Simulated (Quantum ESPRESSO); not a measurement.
## Sn2Ga2W3Mg (input and log of a self-consistent run)

Simulated, not a measurement. The program is pw.x of Quantum ESPRESSO 7.5 (plane-wave density functional theory). The cell is made up: eight metal atoms on a hexagonal close-packed lattice, with elements, volume, strain and displacements drawn at random and not relaxed, so it may be unstable or far from any real phase. PseudoDojo standard norm-conserving files set the functional (PBE unless stated); there is no spin polarisation or spin-orbit coupling, the Fermi-Dirac width of 0.25 eV means electrons at about 2900 K, and the masses in the input are unused placeholders. The tin pseudopotential is less sure than most, with forces differing by about three percent from a second method on plain tin. Heavy elements are run without spin-orbit coupling, which real alloys of them have. A spin test at this wide smearing found no moment, but such smearing suppresses magnetism that the real alloy may have.

Input:

```
&control calculation='scf', pseudo_dir='./dojo.nc.sr.pbe.v0_5.standard.upf', outdir='./o', disk_io='minimal', tprnfor=.true., tstress=.true. /
&system ibrav=0, nat=8, ntyp=4, nbnd=65, ecutwfc=84.00895049, nosym=.true., tot_charge=0,
 occupations='smearing', smearing='fd', degauss=0.0183746611
/
&electrons conv_thr=1.470e-08, electron_maxstep=70, mixing_beta=0.5 /
ATOMIC_SPECIES
Ga 1.0 Ga.upf
Mg 1.0 Mg.upf
Sn 1.0 Sn.upf
W 1.0 W.upf
CELL_PARAMETERS angstrom
-2.9371 0.0 0.0
0.0 5.0872 0.0
1.4685 -2.5436 -9.8323
ATOMIC_POSITIONS angstrom
Sn -0.0069 0.009 0.1139
Ga -0.0351 1.7926 -2.3837
W -0.038 -0.0825 -4.8532
W -0.1811 1.4564 -7.4432
Ga -1.5303 2.4257 -0.0724
W -1.4482 4.0776 -2.5688
Mg -1.4566 2.4015 -4.7655
Sn -1.7471 -0.968 -7.4664
K_POINTS automatic
8 5 3 1 1 1
```

The log is shortened where brackets say so; the opening notice, blank lines, dates and the lines on written files are dropped, and the path of the files is cut. It prints rydbergs, bohrs and kilobars, and counts compression as positive stress. Its total energy is the free energy E - TS of the whole cell.

```
     Program PWSCF v.7.5
     Parallel version (MPI & OpenMP), running on       4 processor cores
     Number of MPI processes:                 4
     Threads/MPI process:                     1
     [start-up lines left out]
     bravais-lattice index     =            0
     lattice parameter (alat)  =       5.5503  a.u.
     unit-cell volume          =     991.4008 (a.u.)^3
     number of atoms/cell      =            8
     number of atomic types    =            4
     number of electrons       =       106.00
     number of Kohn-Sham states=           65
     kinetic-energy cutoff     =      84.0090  Ry
     charge density cutoff     =     336.0358  Ry
     scf convergence threshold =      1.5E-08
     mixing beta               =       0.5000
     number of iterations used =            8  plain     mixing
     Exchange-correlation= PBE
                           (   1   4   3   4   0   0   0)
     [axes and pseudopotential details left out]
   Cartesian axes
     site n.     atom                  positions (alat units)
         1        Sn     tau(   1) = (  -0.0023493   0.0030642   0.0387797  )
         2        Ga     tau(   2) = (  -0.0119506   0.6103299  -0.8115829  )
         3        W      tau(   3) = (  -0.0129379  -0.0280889  -1.6523782  )
         4        W      tau(   4) = (  -0.0616595   0.4958633  -2.5342004  )
         5        Ga     tau(   5) = (  -0.5210241   0.8258827  -0.0246502  )
         6        W      tau(   6) = (  -0.4930714   1.3883082  -0.8746042  )
         7        Mg     tau(   7) = (  -0.4959314   0.8176433  -1.6225188  )
         8        Sn     tau(   8) = (  -0.5948384  -0.3295768  -2.5420993  )
     number of k points=    60  Fermi-Dirac smearing, width (Ry)=  0.0184
                       cart. coord. in units 2pi/alat
        k(    1) = (  -0.0625000   0.0577351  -0.0740572), wk =   0.0333333
        k(    2) = (  -0.0625000   0.0577351   0.1250891), wk =   0.0333333
     [further k points left out]
     Dense  grid:   103105 G-vectors     FFT dimensions: (  36,  60, 120)
     Estimated max dynamical RAM per process >     375.51 MB
     Estimated total dynamical RAM >       1.39 GB
     Initial potential from superposition of free atoms
     starting charge     105.9892, renormalised to     106.0000
     Starting wfcs are   71 randomized atomic wfcs
     total cpu time spent up to now is        5.9 secs
     per-process dynamical memory:   292.4 Mb
     Self-consistent Calculation
     iteration #  1     ecut=    84.01 Ry     beta= 0.50
     Davidson diagonalization with overlap
     ethr =  1.00E-02,  avg # of iterations =  3.5
     Threshold (ethr) on eigenvalues was too large:
     Diagonalizing with lowered threshold
     Davidson diagonalization with overlap
     ethr =  4.55E-04,  avg # of iterations =  3.5
     total cpu time spent up to now is       32.4 secs
     total energy              =   -1194.45206671 Ry
     estimated scf accuracy    <       0.50174775 Ry
     iteration #  2     ecut=    84.01 Ry     beta= 0.50
     Davidson diagonalization with overlap
     ethr =  4.73E-04,  avg # of iterations =  7.3
     total cpu time spent up to now is       49.3 secs
     total energy              =   -1193.57298937 Ry
     estimated scf accuracy    <      19.45772221 Ry
     iteration #  3     ecut=    84.01 Ry     beta= 0.50
     Davidson diagonalization with overlap
     ethr =  4.73E-04,  avg # of iterations =  6.8
     total cpu time spent up to now is       65.0 secs
     total energy              =   -1194.57376980 Ry
     estimated scf accuracy    <       1.23911081 Ry
     iteration #  4     ecut=    84.01 Ry     beta= 0.50
     Davidson diagonalization with overlap
     ethr =  4.73E-04,  avg # of iterations =  2.3
     total cpu time spent up to now is       76.9 secs
     total energy              =   -1194.61686508 Ry
     estimated scf accuracy    <       1.09370243 Ry
     iteration #  5     ecut=    84.01 Ry     beta= 0.50
     Davidson diagonalization with overlap
     ethr =  4.73E-04,  avg # of iterations =  1.9
     total cpu time spent up to now is       88.0 secs
     total energy              =   -1194.67830984 Ry
     estimated scf accuracy    <       0.16116014 Ry
     [iterations 6 to 11 left out]
     iteration # 12     ecut=    84.01 Ry     beta= 0.50
     Davidson diagonalization with overlap
     ethr =  3.05E-10,  avg # of iterations =  2.5
     total cpu time spent up to now is      175.5 secs
     total energy              =   -1194.69359254 Ry
     estimated scf accuracy    <       0.00000011 Ry
     iteration # 13     ecut=    84.01 Ry     beta= 0.50
     Davidson diagonalization with overlap
     ethr =  1.02E-10,  avg # of iterations =  3.4
     total cpu time spent up to now is      188.2 secs
     total energy              =   -1194.69359252 Ry
     estimated scf accuracy    <       0.00000112 Ry
     iteration # 14     ecut=    84.01 Ry     beta= 0.50
     Davidson diagonalization with overlap
     ethr =  1.02E-10,  avg # of iterations =  2.1
     total cpu time spent up to now is      199.6 secs
     total energy              =   -1194.69359256 Ry
     estimated scf accuracy    <       0.00000013 Ry
     iteration # 15     ecut=    84.01 Ry     beta= 0.50
     Davidson diagonalization with overlap
     ethr =  1.02E-10,  avg # of iterations =  1.7
     total cpu time spent up to now is      210.7 secs
     total energy              =   -1194.69359257 Ry
     estimated scf accuracy    <       0.00000003 Ry
     iteration # 16     ecut=    84.01 Ry     beta= 0.50
     Davidson diagonalization with overlap
     ethr =  2.50E-11,  avg # of iterations =  1.1
     total cpu time spent up to now is      221.5 secs
     End of self-consistent calculation
     [lines on levels left out]
!    total energy              =   -1194.69359257 Ry
     estimated scf accuracy    <          4.2E-09 Ry
     smearing contrib. (-TS)   =      -0.08697060 Ry
     internal energy E=F+TS    =   -1194.60662197 Ry
     The total energy is F=E-TS. E is the sum of the following terms:
     one-electron contribution =    -331.75803509 Ry
     hartree contribution      =     234.44645010 Ry
     xc contribution           =    -287.30099879 Ry
     ewald contribution        =    -809.99403820 Ry
     convergence has been achieved in  16 iterations
     Forces acting on atoms (cartesian axes, Ry/au):
     atom    1 type  3   force =    -0.00581188   -0.06084002   -0.08518507
     atom    2 type  1   force =     0.00224545   -0.03372363   -0.03885078
     atom    3 type  4   force =    -0.00419063    0.00536665    0.00488516
     atom    4 type  4   force =     0.00141157   -0.00292744    0.02573102
     atom    5 type  1   force =    -0.00142106    0.04340043   -0.01539453
     atom    6 type  4   force =     0.00656088    0.05012317    0.02350228
     atom    7 type  2   force =    -0.00720337   -0.00551646   -0.03745107
     atom    8 type  3   force =     0.00840904    0.00411729    0.12276298
     Total force =     0.190421     Total SCF correction =     0.000261
     Computing stress (Cartesian axis) and pressure
          total   stress  (Ry/bohr**3)                   (kbar)     P=        9.85
  -0.00002005  -0.00009842   0.00001120           -2.95      -14.48        1.65
  -0.00009842   0.00019377   0.00020277          -14.48       28.50       29.83
   0.00001120   0.00020277   0.00002712            1.65       29.83        3.99
     init_run     :      5.55s CPU      5.80s WALL (       1 calls)
     electrons    :    211.06s CPU    215.55s WALL (       1 calls)
     forces       :      2.13s CPU      2.15s WALL (       1 calls)
     stress       :      7.21s CPU      7.42s WALL (       1 calls)
     [timing details left out]
     PWSCF        :   3m46.10s CPU   3m51.09s WALL
     JOB DONE.
```

In other units: free energy -16254.634 eV for the cell, pressure 0.98 GPa, largest force component 3.156 eV/Å in size. The run took 233 s of wall time with four MPI processes on a shared machine (Intel Xeon, 2023 or later, virtual cores), so the time is rough. A rerun of this cell at a higher cutoff and on a denser mesh moved values by no more than 0.009 eV in energy, 0.13 GPa in stress and 0.015 eV/Å in force, and a second program with other atomic files agreed on that cell to 2 % rms in force and 0.5 GPa in pressure.